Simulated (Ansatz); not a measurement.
**TiHg: one input, then a changed one**

The geometry is COD entry 1522697, unchecked; take it as a test cell. The listed cell was then made from it by scaling, straining or moving an atom.

First run: DFT, PBEsol, all-electron LAPW, scalar-relativistic (Ansatz 0.2.0).

Command: `ansatz run input.yaml --threads 1 --pin off --max-ram 2048MiB --backend cpu --events-out ev --progress --plain --runs-dir out` The run took about 58 s on 1 thread of a shared machine.

```yaml
crystal:
  lattice:
    - [2.9786039824, 0.0, 0.0]
    - [0.0, 2.9786039824, 0.0]
    - [0.0, 0.0, 4.0001790273]
  atoms:
    - { symbol: Ti, position: [0.5, 0.5, 0.5] }
    - { symbol: Hg, position: [0.0, 0.0, 0.0] }
kpoints:
  mp_grid: { grid: [11, 11, 8] }
scf:
  occupations: { method: fermi_dirac, width: 0.05 }
hamiltonian:
  xc: pbesol
  pseudopotentials: { kind: all_electron, lapw: { basis_error: 0.001 } }
output:
  forces: true
  stress: true
relax:
  f_tol: 0.005
  max_steps: 80
  cell: {}
```

Result: converged; relaxed volume 17.824 Å³/atom; 32 SCF iterations in all.

Spin–orbit coupling is left out, though it moves levels of the heavy atoms by tenths of an eV or more.

A second run of a changed input logged this at its end:

```
Error: inconsistent input (scf.n_extra_bands, scf.occupations.method): n_bands = 28 leaves no empty band above the 28 bands per channel that the deck's 56 electrons occupy, and the occupations search for the Fermi level (a smearing at a finite width, or tetrahedra): a level found among occupied bands alone can fill a metal as an insulator; raise scf.n_extra_bands until at least 29 bands are solved (omitted, it auto-derives to 36) (see scf.n_extra_bands in the input reference)
```

Q: What was wrong with the input?

A: Too few bands, by this change (others could give a like log):
```diff
@@ -10,5 +10,7 @@
   mp_grid: { grid: [11, 11, 8] }
 scf:
-  occupations: { method: fermi_dirac, width: 0.05 }
+  occupations: { method: fermi_dirac, width: 0.3 }
+  n_extra_bands: 0
+  max_iter: 60
 hamiltonian:
   xc: pbesol
```
